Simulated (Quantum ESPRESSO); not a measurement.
## Si6PGa (a curve over strain)

Computed values, not a measurement. The program is pw.x of Quantum ESPRESSO 7.5 (plane-wave density functional theory). The cell is made up: 8 atoms on a zincblende/diamond lattice, with randomly drawn elements, strain and displacements, not relaxed. PseudoDojo standard norm-conserving files (v0.5 for PBE, v0.4.1 for LDA and PBEsol) set the functional; there is no spin polarisation, spin-orbit coupling or dispersion term, and the masses in the input are unused placeholders.

Seven runs add a strain to one cell (the same linear strain along x, y and z); the atoms follow the cell and are not relaxed. Stress in the table is positive in tension.

Input of the run at -0.0026:

```
&control calculation='scf', pseudo_dir='./dojo.nc.sr.pbe.v0_5.standard.upf', outdir='./o', disk_io='medium', tprnfor=.true., tstress=.true. /
&system ibrav=0, nat=8, ntyp=3, nbnd=31, ecutwfc=79.96652505, nosym=.true., tot_charge=0,
 occupations='smearing', smearing='fd', degauss=0.0073498644
/
&electrons conv_thr=7.350e-09, electron_maxstep=60, /
ATOMIC_SPECIES
Ga 1.0 Ga.upf
P 1.0 P.upf
Si 1.0 Si.upf
CELL_PARAMETERS angstrom
5.532 -0.0277 0.0552
-0.0277 5.51 0.0805
0.0552 0.0805 5.5068
ATOMIC_POSITIONS angstrom
Si 0.0317 -0.1464 0.0738
P -0.14 2.8408 2.7407
Si 2.8257 0.113 2.6372
Ga 2.8141 2.654 -0.1121
Si 1.2935 1.3966 1.4501
Si 1.4401 4.2053 4.1386
Si 4.2409 1.3001 4.14
Si 4.1881 4.1047 1.4091
K_POINTS automatic
6 6 6 1 1 1
```

| added strain | free energy less that of the input shown (eV) | stress xx (GPa) | stress yy (GPa) | stress zz (GPa) | stress xy (GPa) | pressure (GPa) | iterations |
| --- | --- | --- | --- | --- | --- | --- | --- |
| -0.0229 | 0.0874 | -4.23 | -4.12 | -4.07 | -0.22 | 4.14 | 10 |
| -0.0158 | 0.0198 | -2.20 | -2.14 | -2.07 | -0.30 | 2.14 | 10 |
| -0.0068 | -0.0081 | 0.08 | 0.11 | 0.19 | -0.38 | -0.13 | 10 |
| -0.0026 | 0.0000 | 1.04 | 1.06 | 1.14 | -0.42 | -1.08 | 10 |
| +0.0139 | 0.1459 | 4.29 | 4.25 | 4.36 | -0.53 | -4.30 | 10 |
| +0.0173 | 0.1967 | 4.86 | 4.81 | 4.93 | -0.55 | -4.87 | 10 |
| +0.0197 | 0.2365 | 5.24 | 5.19 | 5.31 | -0.56 | -5.25 | 10 |

A cubic fit gives a slope of stress xx against the added strain of 214 GPa at zero added strain, with the atoms clamped. Across the table the free energy follows the integral of the stress to within 1.3 meV. A rerun of one of the cells at 1377 eV and a 8 x 8 x 8 mesh moved values by no more than 0.003 eV in energy, 0.02 GPa in stress and 0.007 eV/Å in force.